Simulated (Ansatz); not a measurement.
**Si: work and stress of cleavage**

All numbers below come from Ansatz, DFT r2SCAN, scalar-relativistic, plane waves, PAW. Cutoff 500 eV, Γ-centred 26×26×6 k-points, Gaussian smearing of 0.15 eV. No spin polarisation. Energies are free energies at this smearing, counted from the undisturbed cell; pressure is positive in compression.

The undisturbed cell (relaxed at this level; this form isn't the usual structure):

```
Si
1.0
    -2.62900    0.00000    0.00000
    -1.31450   -2.27678    0.00000
     0.00000    0.00000    9.97520
Si
4
Cartesian
  0.0000 0.0000 8.7283
  0.0000 0.0000 1.2469
  0.0000 0.0000 3.7407
  0.0000 0.0000 6.2345
```

The cut lies on the cell's a–b face, a (0 0 1) plane (indices in the standard cell, whose axes needn't be the Cartesian ones shown) of area 5.99 Å², between layers 2.49 Å apart. Vector c is lengthened by d along the normal with the atoms' Cartesian places fixed: one unrelaxed cut a cell. The traction is positive where the two halves pull on each other.

| d (Å) | energy (J/m²) | traction (GPa) |
| --- | --- | --- |
| -0.30 | 0.74 | -65.9 |
| -0.15 | 0.12 | -21.2 |
| 0.00 | 0.00 | 2.5 |
| 0.25 | 0.29 | 17.2 |
| 0.50 | 0.75 | 18.2 |
| 0.75 | 1.17 | 14.9 |
| 1.00 | 1.49 | 10.8 |
| 1.50 | 1.88 | 5.6 |
| 2.00 | 2.08 | 2.9 |
| 3.00 | 2.24 | 0.7 |
| 6.00 | 2.28 | 0.0 |

What are the work of separation and the cleavage stress, and do they fit the universal binding curve?

The energy levels off near W ≈ 2.28 J/m² (the traction is down to 0.0 GPa), the energy of the two unrelaxed faces, 1.14 J/m² each on average. The largest sampled traction is 18.2 GPa at d = 0.50 Å, and a parabola through it and its two neighbours peaks at σ_max ≈ 18.4 GPa, d ≈ 0.43 Å. The curve E = W[1 − (1 + d/ℓ)exp(−d/ℓ)] peaks in traction at d = ℓ with σ_max = W/(eℓ); with 1 J/m² per Å = 10 GPa this W and σ_max give ℓ = 0.46 Å. A parabola through that curve at the same three d peaks at 0.50 Å, against 0.43 Å here, a fair fit. Real crystals break at far lower stress, because cracks concentrate it, and on the plane of lowest W, which needn't be this one.

The cut is rigid; relaxing the faces lowers these energies and usually the stresses.

In a metal these slopes depend on the k mesh and the smearing.

Cost: 11 runs of about 3.3 core-minutes in all, on AMD EPYC 9R45 (Zen 5) (shared hosts).